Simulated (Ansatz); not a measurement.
CuPd, DFT, PBEsol, PAW with Ansatz's default frozen-core files, scalar-relativistic (Ansatz 0.2.0), run on 1 thread of Arm Neoverse V2 on a shared host.

The geometry is COD entry 9008813, unchecked; take it as a test cell. The listed cell was then made from it by scaling, straining or moving an atom.

Command: `ansatz run input.yaml --threads 1 --pin off --max-ram 3072MiB --backend cpu --events-out ev --progress --plain --runs-dir out`

```yaml
crystal:
  lattice:
    - [2.988, 0.02988, 0.02988]
    - [0.02988, 2.988, 0.02988]
    - [0.02988, 0.02988, 2.988]
  atoms:
    - { symbol: Cu, position: [0.0, 0.0, 0.0] }
    - { symbol: Pd, position: [0.5, 0.5, 0.5] }
kpoints:
  mp_grid: { grid: [14, 14, 14] }
scf:
  occupations: { method: fermi_dirac, width: 0.05 }
hamiltonian:
  xc: pbesol
  pseudopotentials: { kind: paw }
output:
  forces: true
  stress: true
  eigenvalues: true
  efg: { contact_densities: true }
```

(1) How large is the problem that the program sets up?

(2) Estimate the wall time and the peak memory.

(3) And the same cell and mesh by crystal-made all-electron datasets, asked for forces, stress, eigenvalues, efg, on the same hardware?

Results:

(1) 288 irreducible k-points, 497 plane waves at Γ, 23 bands.

(2) 8.9 s of wall time for 6 SCF iterations, with a peak of 0.45 GiB. Times on shared machines scatter by tens of per cent.

(3) 38 s, peak memory 0.85 GiB.
